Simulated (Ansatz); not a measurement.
This is a relaxation of cell and atoms with Ansatz 0.2.0 on a 12-atom cell of CaCd3F8 built on the fluorite structure (relaxed group Cmmm); the level of theory is PBEsol. It starts from the PBE minimum.

```yaml
crystal:
  lattice:
    - [3.884548719, -5.4900155865, 0.0]
    - [3.884548719, 5.4900155865, 0.0]
    - [0.0, 0.0, 3.8797908212]
  atoms:
    - { symbol: Cd, position: [0.0, 0.5, 0.0] }
    - { symbol: F, position: [0.3750563736, 0.125300889, 0.5] }
    - { symbol: F, position: [0.125300889, 0.3750563736, 0.5] }
    - { symbol: Cd, position: [0.5, 0.5, 0.5] }
    - { symbol: F, position: [0.8750079157, 0.1249920843, 0.0] }
    - { symbol: F, position: [0.6249144389, 0.3750855611, 0.0] }
    - { symbol: Ca, position: [0.0, 0.0, 0.5] }
    - { symbol: F, position: [0.3750855611, 0.6249144389, 0.0] }
    - { symbol: F, position: [0.1249920843, 0.8750079157, 0.0] }
    - { symbol: Cd, position: [0.5, 0.0, 0.0] }
    - { symbol: F, position: [0.874699111, 0.6249436264, 0.5] }
    - { symbol: F, position: [0.6249436264, 0.874699111, 0.5] }
kpoints:
  mp_grid: { grid: [4, 4, 6] }
hamiltonian:
  xc: pbesol
scf:
  occupations: { method: fermi_dirac, width: 0.02 }
relax:
  f_tol: 0.005
  cell: {}
```

The trajectory has 7 recorded frames, each with fractional positions and then forces in eV/Å along x, y and z. The last, and any step after a large change of cell, is solved on a basis re-selected at its cell; pressure is positive in compression.

Step 1: energy 0.0 meV/atom from step 1, largest force component 0.049 eV/Å, pressure -4.77 GPa; a = 6.725 Å, b = 6.725 Å, c = 3.880 Å, α = 90.00°, β = 90.00°, γ = 109.44°
```
Cd 0.0000 0.5000 0.0000     0.000   0.000   0.000
F  0.3751 0.1253 0.5000     0.037  -0.025   0.000
F  0.1253 0.3751 0.5000     0.037   0.025   0.000
Cd 0.5000 0.5000 0.5000     0.000   0.000   0.000
F  0.8750 0.1250 0.0000     0.000   0.049   0.000
F  0.6249 0.3751 0.0000     0.000   0.002   0.000
Ca 0.0000 0.0000 0.5000     0.000   0.000   0.000
F  0.3751 0.6249 0.0000     0.000  -0.002   0.000
F  0.1250 0.8750 0.0000     0.000  -0.049   0.000
Cd 0.5000 0.0000 0.0000     0.000   0.000   0.000
F  0.8747 0.6249 0.5000    -0.037  -0.025   0.000
F  0.6249 0.8747 0.5000    -0.037   0.025   0.000
```

Step 2: energy -13.3 meV/atom from step 1, largest force component 0.042 eV/Å, pressure +0.44 GPa; a = 6.606 Å, b = 6.606 Å, c = 3.811 Å, α = 90.00°, β = 90.00°, γ = 109.43°
```
Cd 0.0000 0.5000 0.0000     0.000   0.000   0.000
F  0.3760 0.1257 0.5000    -0.024   0.023   0.000
F  0.1257 0.3760 0.5000    -0.024  -0.023   0.000
Cd 0.5000 0.5000 0.5000     0.000   0.000   0.000
F  0.8743 0.1257 0.0000     0.000  -0.042   0.000
F  0.6249 0.3751 0.0000     0.000   0.007   0.000
Ca 0.0000 0.0000 0.5000     0.000   0.000   0.000
F  0.3751 0.6249 0.0000     0.000  -0.007   0.000
F  0.1257 0.8743 0.0000     0.000   0.042   0.000
Cd 0.5000 0.0000 0.0000     0.000   0.000   0.000
F  0.8743 0.6240 0.5000     0.024   0.023   0.000
F  0.6240 0.8743 0.5000     0.024  -0.023   0.000
```

Step 3: energy -13.1 meV/atom from step 1, largest force component 0.006 eV/Å, pressure -0.03 GPa; a = 6.616 Å, b = 6.616 Å, c = 3.816 Å, α = 90.00°, β = 90.00°, γ = 109.43°
```
Cd 0.0000 0.5000 0.0000     0.000   0.000   0.000
F  0.3754 0.1255 0.5000     0.001  -0.006   0.000
F  0.1255 0.3754 0.5000     0.001   0.006   0.000
Cd 0.5000 0.5000 0.5000     0.000   0.000   0.000
F  0.8748 0.1252 0.0000     0.000   0.006   0.000
F  0.6249 0.3751 0.0000     0.000  -0.005   0.000
Ca 0.0000 0.0000 0.5000     0.000   0.000   0.000
F  0.3751 0.6249 0.0000     0.000   0.005   0.000
F  0.1252 0.8748 0.0000     0.000  -0.006   0.000
Cd 0.5000 0.0000 0.0000     0.000   0.000   0.000
F  0.8745 0.6246 0.5000    -0.001  -0.006   0.000
F  0.6246 0.8745 0.5000    -0.001   0.006   0.000
```

Step 4: energy -13.2 meV/atom from step 1, largest force component 0.001 eV/Å, pressure 0.00 GPa; a = 6.616 Å, b = 6.616 Å, c = 3.816 Å, α = 90.00°, β = 90.00°, γ = 109.43°
```
Cd 0.0000 0.5000 0.0000     0.000   0.000   0.000
F  0.3755 0.1255 0.5000     0.000   0.000   0.000
F  0.1255 0.3755 0.5000     0.000   0.000   0.000
Cd 0.5000 0.5000 0.5000     0.000   0.000   0.000
F  0.8747 0.1253 0.0000     0.000  -0.001   0.000
F  0.6249 0.3751 0.0000     0.000   0.001   0.000
Ca 0.0000 0.0000 0.5000     0.000   0.000   0.000
F  0.3751 0.6249 0.0000     0.000  -0.001   0.000
F  0.1253 0.8747 0.0000     0.000   0.001   0.000
Cd 0.5000 0.0000 0.0000     0.000   0.000   0.000
F  0.8745 0.6245 0.5000     0.000   0.000   0.000
F  0.6245 0.8745 0.5000     0.000   0.000   0.000
```

Step 5: energy -11.1 meV/atom from step 1, largest force component 0.001 eV/Å, pressure -0.33 GPa; a = 6.616 Å, b = 6.616 Å, c = 3.816 Å, α = 90.00°, β = 90.00°, γ = 109.43°
```
Cd 0.0000 0.5000 0.0000     0.000   0.000   0.000
F  0.3755 0.1255 0.5000     0.000   0.000   0.000
F  0.1255 0.3755 0.5000     0.000   0.000   0.000
Cd 0.5000 0.5000 0.5000     0.000   0.000   0.000
F  0.8747 0.1253 0.0000     0.000  -0.001   0.000
F  0.6249 0.3751 0.0000     0.000   0.001   0.000
Ca 0.0000 0.0000 0.5000     0.000   0.000   0.000
F  0.3751 0.6249 0.0000     0.000  -0.001   0.000
F  0.1253 0.8747 0.0000     0.000   0.001   0.000
Cd 0.5000 0.0000 0.0000     0.000   0.000   0.000
F  0.8745 0.6245 0.5000     0.000   0.000   0.000
F  0.6245 0.8745 0.5000     0.000   0.000   0.000
```

Step 6: energy -11.3 meV/atom from step 1, largest force component 0.000 eV/Å, pressure -0.01 GPa; a = 6.609 Å, b = 6.609 Å, c = 3.812 Å, α = 90.00°, β = 90.00°, γ = 109.43°
```
Cd 0.0000 0.5000 0.0000     0.000   0.000   0.000
F  0.3754 0.1255 0.5000     0.000   0.000   0.000
F  0.1255 0.3754 0.5000     0.000   0.000   0.000
Cd 0.5000 0.5000 0.5000     0.000   0.000   0.000
F  0.8747 0.1253 0.0000     0.000   0.000   0.000
F  0.6249 0.3751 0.0000     0.000   0.000   0.000
Ca 0.0000 0.0000 0.5000     0.000   0.000   0.000
F  0.3751 0.6249 0.0000     0.000   0.000   0.000
F  0.1253 0.8747 0.0000     0.000   0.000   0.000
Cd 0.5000 0.0000 0.0000     0.000   0.000   0.000
F  0.8745 0.6246 0.5000     0.000   0.000   0.000
F  0.6246 0.8745 0.5000     0.000   0.000   0.000
```

Step 7: energy -11.1 meV/atom from step 1, largest force component 0.000 eV/Å, pressure -0.02 GPa; a = 6.609 Å, b = 6.609 Å, c = 3.812 Å, α = 90.00°, β = 90.00°, γ = 109.43°
```
Cd 0.0000 0.5000 0.0000     0.000   0.000   0.000
F  0.3754 0.1255 0.5000     0.000   0.000   0.000
F  0.1255 0.3754 0.5000     0.000   0.000   0.000
Cd 0.5000 0.5000 0.5000     0.000   0.000   0.000
F  0.8747 0.1253 0.0000     0.000   0.000   0.000
F  0.6249 0.3751 0.0000     0.000   0.000   0.000
Ca 0.0000 0.0000 0.5000     0.000   0.000   0.000
F  0.3751 0.6249 0.0000     0.000   0.000   0.000
F  0.1253 0.8747 0.0000     0.000   0.000   0.000
Cd 0.5000 0.0000 0.0000     0.000   0.000   0.000
F  0.8745 0.6246 0.5000     0.000   0.000   0.000
F  0.6246 0.8745 0.5000     0.000   0.000   0.000
```

The walk took 5 steps and changed the volume by -5.1 %. The last SCF, on a fresh basis, lies 11.1 meV an atom below the first. At the end: space group Cmmm (No. 65), orthorhombic; conventional cell a = 7.636 Å, b = 10.789 Å, c = 3.812 Å, 13.08 Å³ an atom. Around Cd lie 8 F at 2.34 Å; around F lie 3 Cd at 2.33–2.34 Å and 1 Ca at 2.34 Å; around Cd lie 8 F at 2.33 Å; around F lie 2 Cd at 2.34 Å and 2 Ca at 2.34 Å; around F lie 4 Cd at 2.33–2.34 Å; around Ca lie 8 F at 2.34 Å.

Wall time 15 s on 1 × NVIDIA H100 80GB HBM3 with 2 threads of AMD EPYC 7R13 Processor (Zen 3), with other jobs on the host, load about 1.0 per core; peak host memory 1.2 GiB.

Values at 0 K without nuclear motion; spin polarisation is off, and the phase may be a hypothetical one.
